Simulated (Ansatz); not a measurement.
Ge:
```xyz
2
Lattice="0.0000 2.8270 2.8270 2.8270 0.0000 2.8270 2.8270 2.8270 0.0000" Properties=species:S:1:pos:R:3 pbc="T T T"
Ge     2.8270     2.8270     2.8270
Ge     4.2405     4.2405     4.2405
```

Relaxed with r²SCAN+D4. Special points in fractions of this cell's reciprocal vectors: Γ (0.000, 0.000, 0.000); X (0.500, 0.000, 0.500); U (0.625, 0.250, 0.625); K (0.375, 0.375, 0.750); L (0.500, 0.500, 0.500); W (0.500, 0.250, 0.750).

List the band energies nearest the valence-band maximum at these points for r²SCAN+D4 (plane waves, PAW; program Ansatz).

In eV from the valence-band maximum; about four levels below and three above (degenerate sets whole), none deeper than 8.9 eV; points with the same levels are listed once.

```tsv
k	below	above
Γ	0.00 0.00 0.00	0.46 2.73 2.73 2.73
X	-3.23 -3.23	0.98 0.98 10.15 10.15
U	-8.59 -4.51 -2.77	1.41 4.44 7.75
L	-7.87 -1.49 -1.49	0.47 4.01 4.01
W	-4.06 -4.06	4.71 4.71 5.07 5.07
```

Space group Fd-3m (diamond). The r²SCAN+D4 relaxation kept the symmetry of its start. Scalar-relativistic: spin–orbit coupling is off unless named, which matters more the heavier the elements.

Potentials: the earlier of the program's two PAW sets.
